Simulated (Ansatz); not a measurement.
## ZrC: where the heat goes in a short trajectory

Level of theory: Ansatz 0.2.0, DFT PBEsol, scalar-relativistic, plane waves, PAW. Cutoff 420 eV, shifted (0.5, 0.5, 0.5 steps) 2×2×2 k-points, Fermi–Dirac smearing of 0.05 eV. The mesh is coarse. No spin polarisation.

16 atoms start on the lattice sites below (V = 209.8 Å³, 1.01 times the source cell's; static pressure -6.47 GPa, largest force component 0.00 eV/Å) with velocities drawn for 450 K; Langevin thermostat aiming at the same temperature, fixed cell, 65 steps of 1 fs.

```xyz
16
Lattice="0.0000 -4.7160 -4.7160 -4.7160 -4.7160 0.0000 -4.7160 0.0000 -4.7160" Properties=species:S:1:pos:R:3 pbc="T T T"
Zr   -2.3580   -2.3580   -2.3580
Zr   -4.7160   -4.7160   -2.3580
Zr   -4.7160   -2.3580   -4.7160
Zr   -7.0741   -4.7160   -4.7160
Zr   -2.3580   -4.7160   -4.7160
Zr   -4.7160   -7.0741   -4.7160
Zr   -4.7160   -4.7160   -7.0741
Zr   -7.0741   -7.0741   -7.0741
C    -4.7160   -4.7160   -4.7160
C    -2.3580   -2.3580   -4.7160
C    -2.3580   -4.7160   -2.3580
C     0.0000   -2.3580   -2.3580
C    -4.7160   -2.3580   -2.3580
C    -2.3580    0.0000   -2.3580
C    -2.3580   -2.3580    0.0000
C     0.0000    0.0000    0.0000
```

```csv
t (fs),T (K),kinetic energy (meV/atom),potential energy over the first frame (meV/atom),P with the kinetic part (GPa)
0.0,422,54.5,0.0,-6.03
4.0,379,49.0,4.6,-5.93
8.0,266,34.4,15.4,-5.71
12.0,171,22.2,26.1,-5.47
16.0,140,18.2,31.2,-5.31
20.0,174,22.5,29.0,-5.27
24.0,235,30.4,25.7,-5.24
28.0,250,32.3,25.4,-5.20
32.0,219,28.3,28.9,-5.11
36.0,173,22.3,35.0,-4.96
40.0,128,16.5,39.6,-4.83
44.0,135,17.4,40.4,-4.76
48.0,150,19.3,38.2,-4.80
52.0,168,21.8,35.5,-4.88
56.0,186,24.0,32.9,-4.99
60.0,207,26.8,29.8,-5.14
64.0,251,32.4,26.2,-5.28
```

T counts 3N degrees of freedom. Means over every step of the second half, not only the rows shown: T = 177 K, kinetic energy 22.9 meV/atom, potential energy 34.6 meV/atom, P = -4.95 GPa.

Q: Does the potential energy follow equipartition for harmonic vibrations?

A: In a harmonic crystal each vibration holds as much potential as kinetic energy on average; T is counted on all 3N degrees of freedom here, and the thermostat also drives the centre of mass, which has no potential energy, so the share is (N − 1)/N of the kinetic energy, 21.5 meV/atom. The run has 34.6, a ratio of 1.61. All modes start in phase at zero potential energy, and slow ones that pass their first turning point in this window can alone give an excess; anharmonic motion or disorder setting in would add to it. So short a run gives a rough mean. T is still well under the temperature that the thermostat aims for.

Q: Split the rise of pressure into the kinetic part and the rest. Can a thermal Grüneisen parameter be estimated?

A: The program counts the kinetic part as N k_B T/V = 0.19 GPa. The pressure lies 1.52 GPa over the static one in all, so the forces add 1.33 GPa. The potential energy lies far over its harmonic share. So short a run, begun with all modes in phase, can do that alone, and strong anharmonicity or disorder would add to it; no γ is drawn.

Cost: 1 run of about 11 core-minutes (earlier runs that led there not counted), on Arm Neoverse N1 (shared hosts).